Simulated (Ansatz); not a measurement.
AlCuGeSe4:
```xyz
7
Lattice="-2.7285 2.7285 5.3221 2.7285 -2.7285 5.3221 2.7285 2.7285 -5.3221" Properties=species:S:1:pos:R:3 pbc="T T T"
Al     0.0000     2.7285     2.6611
Cu     0.0000     0.0000     0.0000
Ge     0.0000     0.0000     5.3221
Se     1.2669     1.4641    -1.4192
Se    -1.2644     1.4617     6.7414
Se     1.4617     1.2644     3.9029
Se     3.9929     1.2669     1.4192
```

This is the PBEsol-relaxed structure.

Question: All from PBEsol (plane waves, PAW; program Ansatz), unless another level is named. Estimate the electron effective mass.

Answer: 0.36, 0.66, 0.66 mₑ (principal values).

Question: What about the HSE06 gap on the PBEsol cell?

Answer: 1.84 eV.

Question: Next, the formation energy from the elements (no fitted shifts)?

Answer: -0.46 eV/atom.

Question: Give the conduction-band minimum.

Answer: at M.

Space group I-4. The workflow started from a Materials Project entry (that database holds measured and hypothetical structures alike); the Crystallography Open Database copy checked does not list it. Whether it is the stable phase at ambient conditions was not checked. The cell was relaxed with PBEsol under the symmetry of its start; whether a distortion lowers the energy is not shown. The run is not spin-polarised. The references are the lowest solids computed at this level, not always the standard phases. Spin–orbit coupling is left out wherever it is not named.

Potentials: the later of the program's two PAW sets.
